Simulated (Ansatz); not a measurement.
BaTiO₃, DFT, LDA, all-electron PAW with datasets made for the crystal, scalar-relativistic (Ansatz 0.2.0), run on 2 threads of Arm Neoverse V1 on a shared host.

The geometry is COD entry 1507757, unchecked; take it as a test cell. The listed cell was then made from it by scaling, straining or moving an atom.

Command: `ansatz run input.yaml --threads 2 --pin off --max-ram 8192MiB --backend cpu --events-out ev --progress --plain --runs-dir out`

```yaml
crystal:
  lattice:
    - [3.927154, 0.0, 0.0]
    - [0.0, 3.927154, 0.0]
    - [0.0, 0.0, 4.0073]
  atoms:
    - { symbol: Ba, position: [0.5, 0.5, 0.5] }
    - { symbol: Ti, position: [0.0, 0.0, 0.0] }
    - { symbol: O, position: [0.5, 0.0, 0.0] }
    - { symbol: O, position: [0.0, 0.5, 0.0] }
    - { symbol: O, position: [0.0, 0.0, 0.5] }
kpoints:
  mp_grid: { grid: [8, 8, 8] }
scf:
  occupations: { method: fermi_dirac, width: 0.05 }
hamiltonian:
  xc: lda
  pseudopotentials: { kind: all_electron, datasets: crystal }
output:
  forces: true
  stress: true
  eigenvalues: true
  efg: { contact_densities: true }
```

(1) How large is the problem that the program sets up?

(2) Estimate the wall time and the peak memory.

(3) And the same cell and mesh by PAW with the default files, asked for forces, stress, eigenvalues, efg, write_density, write_potential, elf, on the same hardware?

## Answers

(1) 75 irreducible k-points, 1935 plane waves at Γ, 25 bands.

(2) 28 s of wall time for 11 SCF iterations, with a peak of 1.2 GiB. Times on shared machines scatter by tens of per cent.

(3) 7.2 s, peak memory 0.49 GiB.
